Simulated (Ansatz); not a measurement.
## K (Cmcm), stationary points along a deformation path

The calculation used Ansatz 0.2.0, DFT PBEsol, scalar-relativistic, plane waves, PAW. Settings: plane waves to 420 eV, k-mesh 12×12×8 (Γ-centred), Gaussian smearing 0.15 eV. No spin polarisation. Energies are free energies at this smearing, counted from the undisturbed cell; pressure is positive in compression.

Zero of the scan (as given, not relaxed at this level; it stands at -0.3 GPa; this form isn't the usual structure):

```xyz
2
Lattice="2.4380 -4.0476 0.0000 2.4380 4.0476 0.0000 0.0000 0.0000 7.8118" Properties=species:S:1:pos:R:3 pbc="T T T"
K     2.4380   -2.5954    1.9529
K     2.4380    2.5954    5.8588
```

At fixed volume and fractional coordinates, lengths along (0.000, 0.000, 1.000) are scaled against those across it; ρ is that ratio over its starting value. V = 77.086 Å³/atom. Δσ is the stress along the axis less the mean stress across it (compression positive).

```csv
ρ,ΔE (meV/atom),Δσ (GPa),space group
0.850,15.1,0.56,Cmcm
0.920,3.8,0.31,Cmcm
1.000,0.0,-0.04,Cmcm
1.100,8.4,-0.52,Cmcm
1.200,29.4,-0.98,Cmcm
```

**Question.** How does the stress give the slope of the energy, and where is the energy stationary?

**Answer.** Along the path d ln(length) is 2/3 d ln ρ on the axis and −1/3 d ln ρ across it, so dE/d ln ρ = −(2/3) V Δσ: the energy falls with ρ where Δσ is positive. Δσ vanishes or changes sign between ρ = 0.920 and 1.000, a minimum (near 0.99 by linear interpolation). Pairs of stationary points between two samples would go unseen, and could change a minimum read from distant neighbours into a maximum.

**Question.** Integrate that slope from ρ = 1 to 1.200 by the trapezoid rule.

**Answer.** With V/N in Å³ and 1 eV/Å³ = 160.2 GPa the slopes at ρ = 1.000, 1.100, 1.200 are 12, 168, 313 meV/atom per unit of ln ρ. The steps add 8.6 + 20.9 = 29.5 meV/atom, against 29.4 from the energies; the trapezoid rule misses the curvature of the slope within each step.

In a metal these slopes depend on the k mesh and the smearing.